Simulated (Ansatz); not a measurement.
Ansatz (a program for electronic structure) input:

Ansatz 0.2 input:
```yaml
crystal:
  lattice:
    - [2.8920630346, 0.0, 0.0]
    - [-1.4460315173, 2.5046000573, 0.0]
    - [0.0, 0.0, 20.6660486487]
  atoms:
    - { symbol: Mo, position: [0.3333333333, 0.6666666667, 0.25] }
    - { symbol: Mo, position: [0.6666666667, 0.3333333333, 0.75] }
    - { symbol: N, position: [0.6666666667, 0.3333333333, 0.3101538423] }
    - { symbol: N, position: [0.3333333333, 0.6666666667, 0.8101538423] }
    - { symbol: N, position: [0.3333333333, 0.6666666667, 0.6898461577] }
    - { symbol: N, position: [0.6666666667, 0.3333333333, 0.1898461577] }
    - { symbol: Si, position: [0.6666666667, 0.3333333333, 0.3943052159] }
    - { symbol: Si, position: [0.3333333333, 0.6666666667, 0.8943052159] }
    - { symbol: Si, position: [0.3333333333, 0.6666666667, 0.6056947841] }
    - { symbol: Si, position: [0.6666666667, 0.3333333333, 0.1056947841] }
    - { symbol: N, position: [0.0, 0.0, 0.4189474183] }
    - { symbol: N, position: [0.0, 0.0, 0.9189474183] }
    - { symbol: N, position: [0.0, 0.0, 0.5810525817] }
    - { symbol: N, position: [0.0, 0.0, 0.0810525817] }
kpoints:
  mp_grid: { grid: [9, 9, 2] }
  band_path:
    path:
      - [[0.0, 0.0, 0.0], [0.5, 0.0, 0.0], [0.3333333333, 0.3333333333, 0.0], [0.0, 0.0, 0.0], [0.0, 0.0, 0.5], [0.5, 0.0, 0.5], [0.3333333333, 0.3333333333, 0.5], [0.0, 0.0, 0.5]]  # Γ-M-K-Γ-A-L-H-A
      - [[0.5, 0.0, 0.5], [0.5, 0.0, 0.0]]  # L-M
      - [[0.3333333333, 0.3333333333, 0.5], [0.3333333333, 0.3333333333, 0.0]]  # H-K
      - [VBM, CBM]
    npoints: 8
basis: { xc_grid: 2 }
hamiltonian:
  xc: pbe
  dispersion: d3bj
  pseudopotentials: { kind: paw }
magnetization: { noncollinear: true, spin_orbit: true }
scf:
  n_extra_bands: 28
  convergence: { dr2_threshold: 0.0000000001 }
  occupations: { method: gaussian, width: 0.01 }
checkpoint: { write: soc.run }
output: { eigenvalues: true }
```

Output (shortened):

```
Pseudopotential: Mo, paw_fr, valence charge 14
Pseudopotential: N, paw_fr, valence charge 5
Pseudopotential: Si, paw_fr, valence charge 4
Functional definition: PBE
non-collinear run that drives no moment, with spin-orbit …
Crystal: 14 atoms, lattice volume = 149.694 Å³
Basis set: ecut = 420 eV, 2925 PW (Γ), exchange–correlation on 40×40×288 points (8 copies of the dense FFT grid, shifted against one another)
Bands: 112, of which v1, the nominal top of the filled ones, is band 84 counted from 1 (83 counted from 0)
Symmetry: 24 space group operations + 24 with time reversal
k-points: 24 of 162
Projection manifold: j_resolved (fully-relativistic pseudo-atomic orbitals)
SCF iter   1: F=—  HF=-15556.738181 eV  |F-HF|=—  |Δ(HF+E_count)|=         —  Δρ=1.51e-1  dr2=3.81e1  dr2_m=0.00e0 (ungated)  ethr=3.10e-3  |M|=0.00e0 ∫|m|=0.00e0 μB  |m|>n=0.0e0 m-floor=0.0e0 τ_xc=0.0e0  β_m=0.30  ⟨swp⟩=6.3  Hψ=6537  notcnv=0  defer=270
preconditioner: auto → none
SCF iter   2: F=—  HF=-15547.469951 eV  |F-HF|=—  |Δ(HF+E_count)|=    9.27e0  Δρ=5.69e-2  dr2=5.87e0  dr2_m=0.00e0 (ungated)  ethr=3.10e-3  |M|=0.00e0 ∫|m|=0.00e0 μB  |m|>n=0.0e0 m-floor=0.0e0 τ_xc=0.0e0  β_m=0.31  ⟨swp⟩=3.2  Hψ=3019  notcnv=0  defer=464
SCF iter   3: F=—  HF=-15546.836894 eV  |F-HF|=—  |Δ(HF+E_count)|=   6.33e-1  Δρ=3.85e-2  dr2=2.53e0  dr2_m=0.00e0 (ungated)  ethr=3.10e-3  |M|=0.00e0 ∫|m|=0.00e0 μB  |m|>n=0.0e0 m-floor=0.0e0 τ_xc=0.0e0  β_m=0.29  ⟨swp⟩=3.0  Hψ=2325  notcnv=0  defer=488
SCF iter   4: F=—  HF=-15546.517723 eV  |F-HF|=—  |Δ(HF+E_count)|=   3.19e-1  Δρ=2.44e-2  dr2=3.72e-1  dr2_m=0.00e0 (ungated)  ethr=3.01e-3  |M|=0.00e0 ∫|m|=0.00e0 μB  |m|>n=0.0e0 m-floor=0.0e0 τ_xc=0.0e0  β_m=0.40  ⟨swp⟩=2.3  Hψ=1721  notcnv=0  defer=484
SCF iter   5: F=—  HF=-15546.536957 eV  |F-HF|=—  |Δ(HF+E_count)|=   1.92e-2  Δρ=8.67e-3  dr2=9.38e-2  dr2_m=0.00e0 (ungated)  ethr=4.43e-4  |M|=0.00e0 ∫|m|=0.00e0 μB  |m|>n=0.0e0 m-floor=0.0e0 τ_xc=0.0e0  β_m=0.37  ⟨swp⟩=2.0  Hψ=1692  notcnv=0  defer=488
SCF iter   6: F=—  HF=-15546.527680 eV  |F-HF|=—  |Δ(HF+E_count)|=   9.28e-3  Δρ=1.26e-3  dr2=1.24e-3  dr2_m=0.00e0 (ungated)  ethr=1.12e-4  |M|=0.00e0 ∫|m|=0.00e0 μB  |m|>n=0.0e0 m-floor=0.0e0 τ_xc=0.0e0  β_m=0.38  ⟨swp⟩=2.5  Hψ=1821  notcnv=0  defer=488
SCF iter   7: F=—  HF=-15546.527978 eV  |F-HF|=—  |Δ(HF+E_count)|=   2.98e-4  Δρ=6.09e-4  dr2=2.28e-4  dr2_m=0.00e0 (ungated)  ethr=1.48e-6  |M|=0.00e0 ∫|m|=0.00e0 μB  |m|>n=0.0e0 m-floor=0.0e0 τ_xc=0.0e0  β_m=0.59  ⟨swp⟩=2.0  Hψ=2079  notcnv=0  defer=488
SCF iter   8: F=—  HF=-15546.528045 eV  |F-HF|=—  |Δ(HF+E_count)|=   6.69e-5  Δρ=8.25e-5  dr2=4.78e-6  dr2_m=0.00e0 (ungated)  ethr=2.72e-7  |M|=0.00e0 ∫|m|=0.00e0 μB  |m|>n=0.0e0 m-floor=0.0e0 τ_xc=0.0e0  β_m=0.62  ⟨swp⟩=2.0  Hψ=1836  notcnv=0  defer=488
SCF iter  12: F=-15546.528205 eV  HF=-15546.528205 eV  |F-HF|=2.18e-11  |Δ(HF+E_count)|=  6.55e-11  Δρ=1.79e-7  dr2=5.49e-11  dr2_m=0.00e0 (ungated)  ethr=1.00e-12  |M|=0.00e0 ∫|m|=0.00e0 μB  |m|>n=0.0e0 m-floor=0.0e0 τ_xc=0.0e0  ⟨swp⟩=14.1  Hψ=6362  notcnv=0
SCF 1 converged in 12 iterations: F = -15546.528205 eV  dr2 = 5.49e-11
NSCF: frozen V_eff on 28 k-points
NSCF: frozen V_eff on 28 k-points
NSCF: frozen V_eff on 16 k-points
NSCF: frozen V_eff on 6 k-points
NSCF: frozen V_eff on 11 k-points
NSCF: frozen V_eff on 11 k-points
NSCF: frozen V_eff on 7 k-points
NSCF: frozen V_eff on 8 k-points
NSCF: frozen V_eff on 6 k-points
NSCF: frozen V_eff on 1 k-points
NSCF: frozen V_eff on 5 k-points
NSCF: frozen V_eff on 1 k-points
NSCF: frozen V_eff on 84 k-points
SCF converged after 12 iterations
Magnetization: |M| = 0.0000 μB,  M = (+0.0000, +0.0000, +0.0000) μB
Absolute magnetization: 0.0000 μB (∫|m|)
  site 0: m = (+0.0000, +0.0000, +0.0000) μB, |m| = 0.0000 μB  (R = 0.86 Å)
  site 1: m = (+0.0000, +0.0000, +0.0000) μB, |m| = 0.0000 μB  (R = 0.86 Å)
  site 2: m = (+0.0000, +0.0000, +0.0000) μB, |m| = 0.0000 μB  (R = 0.72 Å)
  site 3: m = (+0.0000, +0.0000, +0.0000) μB, |m| = 0.0000 μB  (R = 0.72 Å)
  site 4: m = (+0.0000, +0.0000, +0.0000) μB, |m| = 0.0000 μB  (R = 0.72 Å)
  site 5: m = (+0.0000, +0.0000, +0.0000) μB, |m| = 0.0000 μB  (R = 0.72 Å)
  site 6: m = (+0.0000, +0.0000, +0.0000) μB, |m| = 0.0000 μB  (R = 0.72 Å)
  site 7: m = (+0.0000, +0.0000, +0.0000) μB, |m| = 0.0000 μB  (R = 0.72 Å)
  site 8: m = (+0.0000, +0.0000, +0.0000) μB, |m| = 0.0000 μB  (R = 0.72 Å)
  site 9: m = (+0.0000, +0.0000, +0.0000) μB, |m| = 0.0000 μB  (R = 0.72 Å)
  site 10: m = (+0.0000, +0.0000, +0.0000) μB, |m| = 0.0000 μB  (R = 0.72 Å)
  site 11: m = (+0.0000, +0.0000, +0.0000) μB, |m| = 0.0000 μB  (R = 0.72 Å)
  site 12: m = (+0.0000, +0.0000, +0.0000) μB, |m| = 0.0000 μB  (R = 0.72 Å)
  site 13: m = (+0.0000, +0.0000, +0.0000) μB, |m| = 0.0000 μB  (R = 0.72 Å)
Free energy (F): -15546.528205 eV
Harris-Foulkes:  -15546.528205 eV  (|F-HF|=2.18e-11)
Internal energy: -15546.528205 eV  (E = F + TS)
E sigma→0 (E₀):  -15546.528205 eV
Fermi energy:    12.214145 eV
--- Per-component energies (eV) ---
  E_band       = -230.602093
  E_kinetic    = 2132.559927
  E_local      = -8328.595416  (includes V_loc(G=0)·N_el)
  E_nonlocal   = 742.638218
  E_hartree    = 3473.260802
  E_xc         = -1080.412773
  E_vxc        = -1272.411796  (∫ρ·V_xc dr)
  E_paw        = -9474.929165  (= ΣΔE_a)
  E_vpaw       = -451.315072  (= ΣTr[D̂ρ^β])
  E_aug_tail   = 0.000981  (compensation charges beyond the density's cutoff)
  E_ewald      = -3006.921059
  E_disp       = -4.129720  (pairwise vdW)
  E_smearing   =  0.000000  (= −TS)
  E_closure    = 0.000000  (closes the sum)
  Σ components = -15546.528205   (vs F -15546.528205, Δ=0.00e0)
  [band-id]    e_kinetic+e_local+e_nonlocal+2·e_hartree+e_vxc+e_vpaw+e_augmentation_tail = -230.601554   (vs E_band -230.602093, Δ=5.40e-4)
--- Band table (eV; the first three rows and the last of 24) ---
  k-point 0: bands = ["-50.0657", "-50.0657", "-50.0657", "-50.0657", "-25.6485", "-25.6485", "-25.6485", "-25.6485", "-23.2633", "-23.2633", "-23.2633", "-23.2633", "-22.9605", "-22.9605", "-22.9605", "-22.9605", "-7.5953", "-7.5953", "-7.5497", "-7.5497", …
  k-point 1: bands = ["-50.0657", "-50.0657", "-50.0657", "-50.0657", "-25.6485", "-25.6485", "-25.6485", "-25.6485", "-23.2633", "-23.2633", "-23.2633", "-23.2633", "-22.9605", "-22.9605", "-22.9605", "-22.9605", "-7.5780", "-7.5780", "-7.5780", "-7.5780", …
  k-point 2: bands = ["-50.0510", "-50.0510", "-50.0510", "-50.0510", "-25.6771", "-25.6771", "-25.6771", "-25.6771", "-23.2816", "-23.2816", "-23.2816", "-23.2816", "-23.0330", "-23.0330", "-23.0330", "-23.0330", "-7.3896", "-7.3896", "-7.3442", "-7.3442", …
  k-point 23: bands = ["-49.9222", "-49.9222", "-49.9222", "-49.9222", "-26.0078", "-26.0078", "-25.9291", "-25.9291", "-23.7439", "-23.7439", "-23.5986", "-23.5986", "-23.3481", "-23.3481", "-23.3084", "-23.3084", "-4.5072", "-4.5072", "-4.5069", "-4.5069", …
```

Cost: about 12 core-minutes (a rough figure) on shared cores.

Space group P6_3/mmc. The start of the workflow was typed in or built on a structure type; neither database checked (COD, Materials Project) lists it. Its standing as an ambient phase is unchecked. The PBE+D3(BJ) relaxation kept the symmetry of its start; whether a distortion lowers the energy is not shown. No spin polarisation was allowed.

Potentials: the later of the program's two PAW sets.

Ansatz is a plane-wave DFT program.
